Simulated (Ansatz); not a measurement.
# GeCl₃, before and after

A trial structure of GeCl₃ was built thus: random cell by space group and Wyckoff sites (Pm-3m, No. 221). Lengths were set from tabulated atomic sizes, so they are only a guess.

POSCAR.start

```
Ge Cl
1.0
     4.90637    0.00000    0.00000
     0.00000    4.90637    0.00000
     0.00000    0.00000    4.90637
Ge Cl
1 3
Direct
  0.50000 0.50000 0.50000
  0.00000 0.50000 0.50000
  0.50000 0.00000 0.50000
  0.50000 0.50000 0.00000
```

The calculation used Ansatz 0.2.0, DFT PBE, scalar-relativistic, plane waves, PAW. Cutoff 420 eV, Gaussian smearing, Γ-centred meshes. Cell and atoms relax first on a coarse mesh and then on a finer one. In between, the cell is made exact in the group found at 0.06 Å. In metals the finer mesh still leaves noise of several meV/atom or more. The steps can't lower the symmetry of their start. No spin polarisation.

POSCAR.end

```
Ge Cl
1.0
     4.91223    0.00000    0.00000
     0.00000    4.91223    0.00000
     0.00000    0.00000    4.91223
Ge Cl
1 3
Cartesian
  2.4561 2.4561 2.4561
  0.0000 2.4561 2.4561
  2.4561 0.0000 2.4561
  2.4561 2.4561 0.0000
```

The symmetry stays Pm-3m (No. 221). The end has the ReO3 type. The volume per atom stays near 29.6 Å³. The shortest distance goes from 2.45 Å (Ge–Cl) to 2.46 Å (Ge–Cl).

* Volume per atom: 29.63 Å³
* Density: 2.51 g/cm³
* Formation energy: −0.63 eV/atom
* Gap on the 10×10×10 mesh of the 4-atom cell: 0 eV (a metal)

The zero of energy is the elements' standard structures at the same level (Cl₂ as a molecule); no fitted shifts are applied. Whether it is stable depends on the other phases of the system, which aren't compared here.

The last run used Gaussian smearing of 0.10 eV. An odd number of electrons in the primitive cell allows no gap without spin; a larger cell or a magnetic state could open one. A structure relaxed within its symmetry needn't be a true minimum. In all, the 3 runs took 26 s on 1 thread of Arm Neoverse V2 (shared host).
